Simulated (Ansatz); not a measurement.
Zn₃CdS₄:
```
Zn3CdS4
1.0
    5.41107     0.00000     0.00000
    0.00000     5.41107     0.00000
    0.00000     0.00000     5.41107
Zn Cd S
3 1 4
Direct
  0.00000   0.50000   0.50000
  0.50000   0.00000   0.50000
  0.50000   0.50000   0.00000
  0.00000   0.00000   0.00000
  0.26243   0.26243   0.26243
  0.26243   0.73757   0.73757
  0.73757   0.73757   0.26243
  0.73757   0.26243   0.73757
```

Tensor components refer to the Cartesian frame of this cell.

Problem. Give the high-frequency dielectric tensor and the Born effective charge tensors of the independent atoms from DFPT, the program Ansatz at the LDA level (PAW).

Solution. 
ε∞:
```
6.41  0.00  0.00
0.00  6.41  0.00
0.00  0.00  6.41
```
Z* of atom 1 (Zn), rows: field, columns: displacement, in e:
```
2.13  0.00  0.00
0.00  1.89  0.00
0.00  0.00  1.89
```
Z* of atom 4 (Cd), rows: field, columns: displacement, in e:
```
2.04  0.00  0.00
0.00  2.04  0.00
0.00  0.00  2.04
```
Z* of atom 5 (S), rows: field, columns: displacement, in e:
```
-1.99   0.05   0.05
 0.05  -1.99   0.05
 0.05   0.05  -1.99
```

Space group P-43m. The workflow started from a Materials Project entry (that database holds measured and hypothetical structures alike); the Crystallography Open Database copy checked does not list it. With Zn and Cd taken as one species the cell has the higher symmetry F-43m, so it may be an ordered model of a mixed-site phase. Its standing as an ambient phase is unchecked. The cell was relaxed with LDA under the symmetry of its start; its stability against distortions is not shown here. Scalar-relativistic: spin–orbit coupling is off unless named, which matters more the heavier the elements.

Potentials: the later of the program's two PAW sets.
